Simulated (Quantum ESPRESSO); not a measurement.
pw.x input (Quantum ESPRESSO 7.5; PBEsol, PseudoDojo standard norm-conserving files, scalar-relativistic):

```
&CONTROL
  calculation = 'scf'
  pseudo_dir = './pseudo'
  outdir = './out'
  tprnfor = .true.
  tstress = .true.
/
&SYSTEM
  ibrav = 0
  nat = 3
  ntyp = 2
  ecutwfc = 70.0
  ecutrho = 280.0
  occupations = 'smearing'
  smearing = 'fd'
  degauss = 0.002
  nbnd = 16
  assume_isolated = '2D'
/
&ELECTRONS
  conv_thr = 3e-10
/
ATOMIC_SPECIES
Ca 40.0780 Ca.upf
I 126.9045 I.upf
CELL_PARAMETERS angstrom
  4.435673297519   0.000000000000   0.000000000000
 -2.217836648759   3.841405758540   0.000000000000
  0.000000000000   0.000000000000  16.500000000000
ATOMIC_POSITIONS crystal
Ca   0.000000000000   0.000000000000   0.000000000000
I   0.333333333333   0.666666666667   0.106452393100
I   0.666666666667   0.333333333333  -0.106452393100
K_POINTS automatic
12 12 1 0 0 0
```

End of the output:

```
     total energy              =    -129.45084257 Ry
     estimated scf accuracy    <       0.00000017 Ry
     total energy              =    -129.45084264 Ry
     estimated scf accuracy    <       0.00000003 Ry
     total energy              =    -129.45084266 Ry
     estimated scf accuracy    <          1.3E-09 Ry
[...]
     the Fermi energy is    -6.0375 ev
!    total energy              =    -129.45084266 Ry
     estimated scf accuracy    <          1.4E-10 Ry
     smearing contrib. (-TS)   =      -0.00000000 Ry
     internal energy E=F+TS    =    -129.45084266 Ry
     The total energy is F=E-TS. E is the sum of the following terms:
     one-electron contribution =    -585.62919253 Ry
     hartree contribution      =     290.79442699 Ry
     xc contribution           =     -30.41686042 Ry
     ewald contribution        =     195.80078330 Ry
     convergence has been achieved in   9 iterations
     Forces acting on atoms (cartesian axes, Ry/au):
     atom    1 type  1   force =     0.00000000   -0.00000000    0.00000000
     atom    2 type  2   force =     0.00000000    0.00000000   -0.00000838
     atom    3 type  2   force =     0.00000000    0.00000000    0.00000838
     Total force =     0.000012     Total SCF correction =     0.000031
     SCF correction compared to forces is large: reduce conv_thr to get better values
```
In a gapped system the printed Fermi energy is only some level inside the gap.

Spin-orbit coupling is not included.

Geometry relaxed with PBEsol.
